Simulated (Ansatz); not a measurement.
**Electric field gradients in SiMo3**

The cell is a structure deposited in the COD whose atoms were relaxed with PBE, the cell held.

```
Si Mo
1.0
     4.89300    0.00000    0.00000
     0.00000    4.89300    0.00000
     0.00000    0.00000    4.89300
Si Mo
2 6
Direct
  0.00000 0.00000 0.00000
  0.50000 0.50000 0.50000
  0.25000 0.00000 0.50000
  0.50000 0.75000 0.00000
  0.75000 0.00000 0.50000
  0.50000 0.25000 0.00000
  0.00000 0.50000 0.75000
  0.00000 0.50000 0.25000
```

Sites (sets of like atoms) are named by element and the number of their first atom in this list.

All values are calculated (Ansatz; DFT, PBEsol, plane waves and PAW, scalar-relativistic, 420 eV cutoff, Γ-centred 10×10×10 k-points, Fermi–Dirac smearing 0.05 eV), not measured.

Conventions: |V_zz| ≥ |V_yy| ≥ |V_xx|, η = (V_xx − V_yy)/V_zz, C_Q = eQV_zz/h. Directions are in the Cartesian axes of the cell vectors above, for the atom listed; none is given where the gradient is under 0.02 or η is above 0.95.

```
site  first atom                           first shell  V_zz (10²¹ V/m²)     η  direction of V_zz (x, y, z)
  Si           1                       12 Mo at 2.74 Å              0.00     –                            –
  Mo           3  10 Mo at 2.45–3.00 Å, 4 Si at 2.74 Å              3.77  0.00               1.00 0.00 0.00
```

An axis of threefold or higher order runs through Mo, so V_zz lies along it and η is zero. Si sits on a cubic site, where every gradient vanishes.

At this cell the PBEsol pressure is -5 GPa, so with PBEsol the cell would shrink if it were relaxed. With no gap above 0.1 eV, as in a metal, the gradients converge slowly in k; expect changes of a tenth or more on a denser mesh. Without spin–orbit coupling (the program notes it for Mo) the gradients can shift somewhat, as the gap is small.
